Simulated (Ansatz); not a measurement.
Given:

In2Bi:
Space group P6₃/mmc (No. 194); a = b = 5.4604 Å, c = 6.4700 Å, α = β = 90.00°, γ = 120.00°

| atom | site | symmetry | x | y | z |
|---|---|---|---|---|---|
| In | 2a | -3m. | 0.0000 | 0.0000 | 0.0000 |
| In | 2d | -6m2 | 0.6667 | 0.3333 | 0.2500 |
| Bi | 2c | -6m2 | 0.3333 | 0.6667 | 0.2500 |

This is the PBEsol-relaxed structure.

### Question
All from PBEsol in the plane-wave PAW code Ansatz, unless another level is named. Estimate the density of states at the Fermi level.

### Answer
0.41 states/eV per atom (mean over ±0.08 eV).

### Question
Next, the formation energy from the elements (no fitted shifts)?

### Answer
0.006 eV/atom.

### Question
And the gap with spin–orbit coupling?

### Answer
none (metallic).

Space group P6_3/mmc. The first step of the workflow began from a Materials Project structure, measured or hypothetical; the Crystallography Open Database files this formula in space group No. 194, but the cells were not matched. Its standing as an ambient phase is unchecked. The cell was relaxed with PBEsol under the symmetry of its start; of distortions, only those at the zone centre were tested. Axis ratios of metals converge slowly with the k-mesh, so a and c are less sure than the volume. The references are the lowest solids computed at this level, not always the standard phases. Scalar-relativistic: spin–orbit coupling is off unless named, which matters more the heavier the elements.

Potentials: the later of the program's two PAW sets.
